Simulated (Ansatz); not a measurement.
Given:

CdTe (zinc blende)

Space group F-43m (No. 216); a = b = c = 6.558 Å, α = β = γ = 90.00°

```json
[
 {"atom": "Te", "site": "4c", "symmetry": "-43m", "x": "0.2500", "y": "0.2500", "z": "0.2500"},
 {"atom": "Cd", "site": "4a", "symmetry": "-43m", "x": "0.0000", "y": "0.0000", "z": "0.0000"}
]
```
(The calculation used a cell of 2 atoms; values per cell refer to that cell.)

This relaxed cell (volume V₀) is scaled evenly in all directions, its shape held. Symmetry pins the atoms to their sites.

All values below come from r2SCAN (plane waves to 500 eV, PAW, scalar-relativistic; Ansatz, a quantum-chemistry and plane-wave program). k mesh 9×9×9 (Γ-centred), Fermi-Dirac smearing 0.05 eV. E stands for the smeared free energy. Compression counts positive. CdTe was relaxed with its symmetry unable to fall. Spin-orbit coupling is left out, though Te is heavy. The PAW data are Ansatz's earlier set. The zero of ΔE is the relaxed starting cell.

The scan covers V/V₀ from 0.840 to 1.160 in 9 points.

Task: What pressure does the cell carry at V/V₀ = 0.840?

Result: 10.5 GPa.

Task: What is ΔE at V/V₀ = 0.840?

Result: 157.7 meV/atom.

Task: What is ΔE at V/V₀ = 1.160?

Result: 85.5 meV/atom.

(A scan under strain: stresses follow from slopes of the energy per volume, elastic moduli from its curvatures.)
